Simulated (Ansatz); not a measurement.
Consider the following.

CaTaS₂:
```yaml
crystal:
  lattice:
    - [3.37433, 0.00000, 0.00000]
    - [-1.68716, 2.92225, 0.00000]
    - [0.00000, 0.00000, 14.28618]
  atoms:
    - { symbol: S, position: [0.33333, 0.66667, 0.63917] }
    - { symbol: Ta, position: [0.00000, 0.00000, 0.75000] }
    - { symbol: S, position: [0.33333, 0.66667, 0.86083] }
    - { symbol: Ca, position: [0.00000, 0.00000, 0.00000] }
    - { symbol: S, position: [0.66667, 0.33333, 0.13917] }
    - { symbol: Ta, position: [0.00000, 0.00000, 0.25000] }
    - { symbol: S, position: [0.66667, 0.33333, 0.36083] }
    - { symbol: Ca, position: [0.00000, 0.00000, 0.50000] }
```

This is the PBE+D3(BJ)-relaxed structure.

All from PBE+D3(BJ) (plane waves, PAW; program Ansatz), unless another level is named. Give the electronic character.

metallic (no gap).

What about the density of states at the Fermi level?

0.64 states/eV per atom (mean over ±0.08 eV).

Next, the formation energy from the elements (no fitted shifts)?

-1.33 eV/atom.

Predict the gap with spin–orbit coupling.

none (metallic).

Space group P6_3/mmc. A made-up cell: these elements were put on the sites of a structure type; neither database checked (COD, Materials Project) lists it. Its standing as an ambient phase is unchecked. The cell was relaxed with PBE+D3(BJ) under the symmetry of its start; of distortions, only those at the zone centre were tested. No spin polarisation was allowed. The references are the lowest solids computed at this level, not always the standard phases. Spin–orbit coupling is left out wherever it is not named.

Potentials: the later of the program's two PAW sets.
